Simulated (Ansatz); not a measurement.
Polymorphs of InSb, each relaxed with PBEsol (plane waves, PAW; program Ansatz):

A: P6_3mc
a = b = 4.603 Å, c = 15.094 Å, α = β = 90.00°, γ = 120.00°

| atom | site | symmetry | x | y | z |
|---|---|---|---|---|---|
| In | 2b | 3m. | 0.3333 | 0.6667 | 0.4999 |
| Sb | 2b | 3m. | 0.6667 | 0.3333 | 0.1877 |
| In | 2a | 3m. | 0.0000 | 0.0000 | 0.2503 |
| Sb | 2a | 3m. | 0.0000 | 0.0000 | 0.4371 |

B: P3_121
a = b = 4.587 Å, c = 10.033 Å, α = β = 90.00°, γ = 120.00°

```
atom  site  symmetry       x       y       z
----  ----  --------  ------  ------  ------
In      3a       .2.  0.5547  0.5547  0.0000
Sb      3b       .2.  0.5358  0.5358  0.5000
```

Order them by energy per atom at 0 K (lowest first) at the level PBEsol.

A (+0 meV/atom), B (+83 meV/atom)

Typed or built starts, not in the databases checked: A; B. Not the usual ambient phase: A; B. All cells were relaxed under the symmetry of their starts (and spin orders); stability against distortions was not tested throughout. Scalar-relativistic: spin–orbit coupling is off unless named, which matters more the heavier the elements.

Energies hold the estimated change up to a 700 eV cutoff; steps of a few meV lie near the error of the meshes.

Potentials: the earlier of the program's two PAW sets. The files were generated under PBE; for other functionals the program regenerates the frozen cores, and for LDA and PBEsol the local potential too.
